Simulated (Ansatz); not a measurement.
CaO:
Space group Fm-3m (No. 225); a = b = c = 4.708 Å, α = β = γ = 90.00°

```csv
atom,site,symmetry,x,y,z
Ca,4a,m-3m,0.0000,0.0000,0.0000
O,4b,m-3m,0.5000,0.5000,0.5000
```
(The calculation used a cell of 2 atoms; values per cell refer to that cell.)

Relaxed with LDA.

Question: Decompose the optical modes at the zone centre into irreducible representations, and say which are infrared and Raman allowed.

Answer: Point group m-3m: Γ_opt = T1u. Infrared: T1u. Raman: none.

Question: Assign frequencies (DFPT, plane-wave PAW LDA (Ansatz code); without the LO–TO term).

Answer: T1u 290 cm⁻¹.

The LDA relaxation kept the symmetry of its start; phonons on a q-mesh show no instability.

Potentials: the later of the program's two PAW sets.
